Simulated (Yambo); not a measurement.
```
Au2S
1.0
    5.27398     0.00000     0.00000
    0.00000     5.27398     0.00000
    0.00000     0.00000     5.27398
S Au
2 4
Direct
  0.00000   0.00000   0.00000
  0.50000   0.50000   0.50000
  0.25000   0.25000   0.75000
  0.25000   0.75000   0.25000
  0.75000   0.75000   0.75000
  0.75000   0.25000   0.25000
```

Au2S (space group Pn-3m, No. 224): mean Im ε in 1 eV windows above the direct gap of 2.69 eV, for different electron-hole kernels (Yambo, broadening 0.15 eV, LDA (Quantum ESPRESSO, PseudoDojo norm-conserving, 76 Ry, without SOC) bands; 4×4×4 mesh, 23 valence and 6 conduction bands, static screening with 96 bands and a 3 Ry block, scissor 0.69 eV, Tamm-Dancoff; field along x).

| window (eV) | independent quasiparticles | BSE |
|---|---|---|
| 2.7 to 3.7 | 4.0 | 7.8 |
| 3.7 to 4.7 | 8.4 | 12 |
| 4.7 to 5.7 | 12 | 8.9 |
| 5.7 to 6.7 | 7.3 | 5.0 |

This run doesn't resolve bound excitons or single peaks, so only averages are given, and they too depend on the mesh; weight that the attraction moves below the gap isn't listed. All transitions below 6.85 eV are in the band window. The scissor comes from a G0W0 run whose convergence isn't established.

Spin-orbit coupling is left out, which matters for elements this heavy: edges can move by tenths of an eV.

Geometry of the Materials Project entry, not relaxed at this level.
